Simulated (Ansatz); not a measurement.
## Structures of B₃C₂: which is lowest?

Plane-wave DFT in Ansatz with scalar-relativistic PAW potentials, cutoff 420 eV, Γ-centred meshes chosen by cell and gap, Gaussian smearing with energies taken to zero width. Every cell was relaxed (cell and atoms) in a run of its own, within the symmetry of its start. Functional: PBE.

Relaxed structures (starts from databases or built by putting these elements on another compound's sites):
A. P-3m1, 5 atoms in the computed cell, a = 2.693 Å, c = 7.109 Å; sites (symmetry × multiplicity) B -3m. × 1 + 3m. × 2, C 3m. × 2; start: built
B. R-3m, 5 atoms in the computed cell, a = 2.693 Å, c = 21.064 Å; sites (symmetry × multiplicity) B -3m × 3 + 3m × 6, C 3m × 6; start: built

Question: Rank them by energy. Could pressure change the order?

Answer:
| structure | group | E − E(lowest) (meV/atom) | V (Å³/atom) | gap on mesh (eV) |
| --- | --- | --- | --- | --- |
| B | R-3m | 0.0 | 8.82 | 0.00 |
| A | P-3m1 | 0.1 | 8.93 | 0.00 |

B and A are level within the 5 meV/atom that separate runs leave open. The two lowest differ in volume by under 3 %, too little for a first-order estimate of what pressure does to that pair (other pairs aren't weighed here). Other structures may lie lower than all of these, and vibrations aren't counted.

Each cell of B3C2 holds layers, and where no dispersion correction was added their binding is poorly described.